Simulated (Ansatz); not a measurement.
Rb (bcc, W type)

```xyz
1
Lattice="-2.8745 2.8745 2.8745 2.8745 -2.8745 2.8745 2.8745 2.8745 -2.8745" Properties=species:S:1:pos:R:3 pbc="T T T"
Rb     0.0000     0.0000     0.0000
```

The slice is a {211} plane (indices of the conventional cell) through the point (0.000, 0.000, 0.000) (fractional), spanned by u = [111] and v = [1 0 -1] in vectors of this cell: u (4.98 Å) and v (8.13 Å, at 90° to u). It covers one period; positions are fractions (u, v).

Method: r2SCAN (plane waves to 500 eV, PAW, scalar-relativistic; Ansatz, a first-principles code). k mesh 12×12×12. Inside the PAW spheres the values are not all-electron values, and peaks at nuclei hang on which shells count as valence. Rb was relaxed with its symmetry unable to fall. The PAW data are Ansatz's earlier set. The relaxed volume of Rb is well above the measured one; the method has no dispersion term.

Three fields on this plane, each scaled to ten steps between its own extremes (0 low, 9 high; the total valence density on a logarithmic scale, the potential cut 8 eV below its top; x marks points blanked near nuclei; v = 0 in the bottom row):

Map A
```
|xxx0368888630xx|
|xxx0578998750xx|
|000468999986400|
|345688999988654|
|777889999998877|
|888999999999988|
|999999999999999|
|999999999999999|
|999999999999999|
|999999999999999|
|999999999999999|
|999999988999999|
|999999999999999|
|999999999999999|
|999999999999999|
|999999999999999|
|999999999999999|
|888999999999988|
|777889999998877|
|345688999988654|
|000468999986400|
|xxx0578998750xx|
|xxx0368888630xx|
|xxxx36888863xxx|
```

Map B
```
|xxx9400110049xx|
|xxx8200220028xx|
|997300033000379|
|541000255200014|
|000002566520000|
|000124566542100|
|223455666655432|
|555555555555555|
|655544444444555|
|555433233233455|
|554322222222345|
|554321111112345|
|554322222222345|
|555433233233455|
|655544444444555|
|555555555555555|
|223455666655432|
|000124566542100|
|000002566520000|
|541000255200014|
|997300033000379|
|xxx8200220028xx|
|xxx9400110049xx|
|xxxx50011005xxx|
```

Map C
```
|xxx9520000259xx|
|xxx7410000147xx|
|997520000002579|
|554200000000245|
|221000000000012|
|000000000000000|
|000000000000000|
|000000000000000|
|000000000000000|
|000000000000000|
|000000000000000|
|000000000000000|
|000000000000000|
|000000000000000|
|000000000000000|
|000000000000000|
|000000000000000|
|000000000000000|
|221000000000012|
|554200000000245|
|997520000002579|
|xxx7410000147xx|
|xxx9520000259xx|
|xxxx62000026xxx|
```

Question: Assign the maps to these fields: electron localisation function (ELF); valence electron density; electrostatic potential energy of an electron, from the cell's mean.

Answer: A is the electrostatic potential energy of an electron, from the cell's mean; B is the electron localisation function (ELF); C is the valence electron density.
